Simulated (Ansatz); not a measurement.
Values for one crystal, relaxed and computed with plane-wave PAW r²SCAN (Ansatz code); other levels are named.

| Quantity | Value |
|---|---|
| Volume per atom | 13.34 Å³ |
| Band gap | 0.12 eV (indirect) |
| Zero-point energy | 51.6 meV/atom |
| Pressure derivative B′ | 4.4 |
| Vibrational entropy at 300 K | 22.0 J/(K·mol of atoms) |
| Hole effective mass | 0.38, 0.45, 0.57 mₑ (principal values) |
| Highest zone-centre frequency (without LO–TO term) | 12.65 THz |

Q: Pick the material that matches.
A) SiO2, P4_12_12 (Si on 4a, O on 8b)
B) Si2W, P6_222 (Si on 6j, W on 3d)
C) SiC, P6_422 (Si on 3c, C on 3d)
D) SiGe, wurtzite

A: B, Si2W, P6_222 (Si on 6j, W on 3d)

The first step of the workflow began from a Materials Project structure, measured or hypothetical; the Crystallography Open Database copy checked does not list it. It is not the phase usual at ambient conditions (space group No. 139). The r²SCAN relaxation kept the symmetry of its start; phonons on a q-mesh show no instability. The run is not spin-polarised. Spin–orbit coupling is left out wherever it is not named.

Potentials: the later of the program's two PAW sets.
